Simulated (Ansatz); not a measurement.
### Question
Each is relaxed and computed with PBEsol (plane waves, PAW; program Ansatz). Which is the only one with a gap?
A) ZnCo3C, anti-perovskite
B) CaZn2Ge2, I4/mmm (Ge on 4e, Ca on 2a, Zn on 4d)
C) Ga2BiAs, R3m (Ga on 3a, Ga on 3a, Bi on 3a, As on 3a)
D) ZnHgS2, R3m (Zn on 3a, Hg on 3a, S on 3a, S on 3a)

### Answer
D, ZnHgS2, R3m (Zn on 3a, Hg on 3a, S on 3a, S on 3a). ZnHgS2: gap 0.36 eV (direct); CaZn2Ge2: metal; ZnCo3C: metal; Ga2BiAs: metal. Spin orders computed, not proven ground states: ZnCo3C, anti-perovskite ferromagnetic. Standing as an ambient phase not checked: ZnHgS2, R3m (Zn on 3a, Hg on 3a, S on 3a, S on 3a); CaZn2Ge2, I4/mmm (Ge on 4e, Ca on 2a, Zn on 4d); ZnCo3C, anti-perovskite; Ga2BiAs, R3m (Ga on 3a, Ga on 3a, Bi on 3a, As on 3a). Unstable at this level: CaZn2Ge2, I4/mmm (Ge on 4e, Ca on 2a, Zn on 4d). All cells were relaxed under the symmetry of their starts (and spin orders); stability against distortions was not tested throughout. Scalar-relativistic: spin–orbit coupling is off unless named, which matters more the heavier the elements.

Potentials: the later of the program's two PAW sets.
